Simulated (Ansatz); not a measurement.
Structure from Materials Project entry mp-27731 (possibly hypothetical), not relaxed further.

An input for HfH2: DFT, LDA, all-electron LAPW, scalar-relativistic (Ansatz 0.2.0).

```yaml
crystal:
  lattice:
    - [-1.7307056792, 1.7307056792, 2.1447997069]
    - [1.7307056792, -1.7307056792, 2.1447997069]
    - [1.7307056792, 1.7307056792, -2.1447997069]
  atoms:
    - { symbol: Hf, position: [0.0, 0.0, 0.0] }
    - { symbol: H, position: [0.25, 0.75, 0.5] }
    - { symbol: H, position: [0.75, 0.25, 0.5] }
kpoints:
  mp_grid: { grid: [15, 15, 15] }
  band_path:
    path:
      - [0.0, 0.0, 0.0]
      - [0.0, 0.0, 0.5]
      - [0.25, 0.25, 0.25]
      - [0.0, 0.5, 0.0]
      - [0.0, 0.0, 0.0]
      - [0.5, 0.5, -0.5]
      - [0.4127844674, 0.5872155326, -0.4127844674]
      - [-0.4127844674, 0.4127844674, 0.4127844674]
      - [0.0, 0.0, 0.0]
    npoints: 8
scf:
  occupations: { method: fermi_dirac, width: 0.03 }
hamiltonian:
  xc: lda
  pseudopotentials: { kind: all_electron, lapw: { basis_error: 0.0005 } }
output:
  forces: true
  stress: true
  eigenvalues: true
  fatbands: true
  populations: true
  dos: { projected: true, de: 0.2, e_range: [-14, 8] }
```

Set-up and iterations as logged by Ansatz (the results part is left out, to be predicted):

```
Hf: projections on atomic orbitals take those of the free atom 1s2 2s2 2p6 3s2 3p6 3d10 4s2 4p6 4d10 4f14 5s2 5p6 5d2 6s2, of charge +0.00 (hamiltonian.pseudopotentials.projection_atoms)
H: projections on atomic orbitals take those of the free atom 1s1, of charge +0.00 (hamiltonian.pseudopotentials.projection_atoms)
LAPW: plane waves up to 9.182 Å⁻¹, error target 5.0e-4 eV per atom; small_component_spin mean_spin; H in spheres of 0.659 Å, 1 of its electrons in bands, Dirac shells []; Hf in spheres of 1.377 Å, 42 of its electrons in bands, Dirac shells []
Engine: ansatz 0.2.0
Pseudopotentials: kind: all_electron
Pseudopotential: Hf, LAPW, valence charge 42, Koelling and Harmon's equation, gaussian nucleus
Pseudopotential: H, LAPW, valence charge 1, Koelling and Harmon's equation, gaussian nucleus
Functional definition: SPW92
  exchange = slater_x
  correlation = pw_c
Crystal: 3 atoms, lattice volume = 25.698 Å³
Basis set: ecut = 321.2146251070623 eV, 323 PW (Γ), exchange–correlation at level 2
Bands: 27, of which v1, the nominal top of the filled ones, is band 22 counted from 1 (21 counted from 0)
Symmetry: 16 space group operations
Space group: I4/mmm (ITA 139), of the structure as read, at distance tolerance 3.0e-5 Å
k-points: 288 of 3375
Non-local potential: Hf, projectors of the file, none
Non-local potential: H, projectors of the file, none
Initial density: superposition of atomic densities (chi_scale 0.1, normalization cell, long waves kept (reshape's long-wave potential 0.00 eV rms))
Initial wavefunctions: plane waves of lowest kinetic energy (no species holds an atomic orbital)
Functional: x = slater, c = lda
iter 1 solved again at ethr=2.49e-3 eV; its pass at ethr=1.00e-1 eV (dr2=1.09e0 eV) is discarded
SCF iter   1: F=—  HF=-410039.602857 eV  |F-HF|=—  |Δ(HF+E_count)|=         —  Δρ=6.85e-2  dr2=1.09e0  ethr=2.49e-3  ⟨swp⟩=2.0  Hψ=48674  notcnv=0
SCF iter   2: F=—  HF=-410039.097839 eV  |F-HF|=—  |Δ(HF+E_count)|=   5.05e-1  Δρ=3.80e-2  dr2=3.69e-1  ethr=2.48e-3  ⟨swp⟩=2.9  Hψ=23757  notcnv=0
SCF iter   3: F=—  HF=-410039.018522 eV  |F-HF|=—  |Δ(HF+E_count)|=   7.93e-2  Δρ=1.99e-2  dr2=1.14e-1  ethr=8.38e-4  ⟨swp⟩=2.7  Hψ=24326  notcnv=0
SCF iter   4: F=—  HF=-410038.930863 eV  |F-HF|=—  |Δ(HF+E_count)|=   8.77e-2  Δρ=1.02e-2  dr2=3.22e-2  ethr=2.59e-4  ⟨swp⟩=2.3  Hψ=24009  notcnv=0
iter 5 solved again at ethr=3.83e-6 eV; its pass at ethr=7.32e-5 eV (dr2=1.68e-3 eV) is discarded
SCF iter   5: F=—  HF=-410038.928328 eV  |F-HF|=—  |Δ(HF+E_count)|=         —  Δρ=2.30e-3  dr2=1.68e-3  ethr=3.83e-6  ⟨swp⟩=2.0  Hψ=38531  notcnv=0
the basis was enlarged: its passes take 354.1 KiB over the memory plan, 1 of 1 planned eigensolver slots
SCF iter   6: F=—  HF=-410038.928342 eV  |F-HF|=—  |Δ(HF+E_count)|=   1.45e-5  Δρ=9.07e-4  dr2=2.19e-4  ethr=3.83e-6  ⟨swp⟩=2.0  Hψ=22784  notcnv=0
SCF iter   7: F=—  HF=-410038.928347 eV  |F-HF|=—  |Δ(HF+E_count)|=   4.51e-6  Δρ=1.46e-4  dr2=6.94e-6  ethr=4.98e-7  ⟨swp⟩=2.0  Hψ=22784  notcnv=0
SCF iter   8: F=—  HF=-410038.928345 eV  |F-HF|=—  |Δ(HF+E_count)|=   1.54e-6  Δρ=6.10e-5  dr2=1.26e-6  ethr=1.58e-8  ⟨swp⟩=3.0  Hψ=23287  notcnv=0
SCF iter   9: F=-410038.928345 eV  HF=-410038.928345 eV  |F-HF|=3.84e-9  |Δ(HF+E_count)|=   3.05e-7  Δρ=1.04e-5  dr2=2.50e-8  ethr=2.86e-9  ⟨swp⟩=2.0  Hψ=22784  notcnv=0
```

(1) What pressure will this run report?

(2) Is there a band gap?

Results:

(1) -4.91 GPa (positive in compression).

(2) none: bands cross the Fermi level, a metal.
